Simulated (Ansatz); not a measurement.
Here is the system:

YZn:
```cif
data_YZn
_chemical_formula_sum 'Zn1 Y1'
_space_group_name_H-M_alt 'P 1'
_space_group_IT_number 1
_cell_length_a 3.56447
_cell_length_b 3.56447
_cell_length_c 3.56447
_cell_angle_alpha 90.000
_cell_angle_beta 90.000
_cell_angle_gamma 90.000
loop_
_space_group_symop_operation_xyz
  'x, y, z'
loop_
_atom_site_label
_atom_site_type_symbol
_atom_site_fract_x
_atom_site_fract_y
_atom_site_fract_z
_atom_site_occupancy
Zn1 Zn 0.50000 0.50000 0.50000 1
Y1 Y 0.00000 0.00000 0.00000 1
```

This is the r²SCAN-relaxed structure.

### Question
All from DFT-r²SCAN in the program Ansatz with PAW potentials, unless another level is named. Give the density of states at the Fermi level.

### Answer
0.91 states/eV per atom (mean over ±0.08 eV).

### Question
Next, the formation energy from the elements (no fitted shifts)?

### Answer
-39 kJ/mol-atom.

### Question
Predict the gap with spin–orbit coupling.

### Answer
none (metallic).

Space group Pm-3m (CsCl type). The workflow started from an entry of the Crystallography Open Database (COD). Its standing as an ambient phase is unchecked. The cell was relaxed with r²SCAN under the symmetry of its start; its stability against distortions is not shown here. No spin polarisation was allowed. The references are the lowest solids computed at this level, not always the standard phases. Scalar-relativistic: spin–orbit coupling is off unless named, which matters more the heavier the elements.

Potentials: the later of the program's two PAW sets.
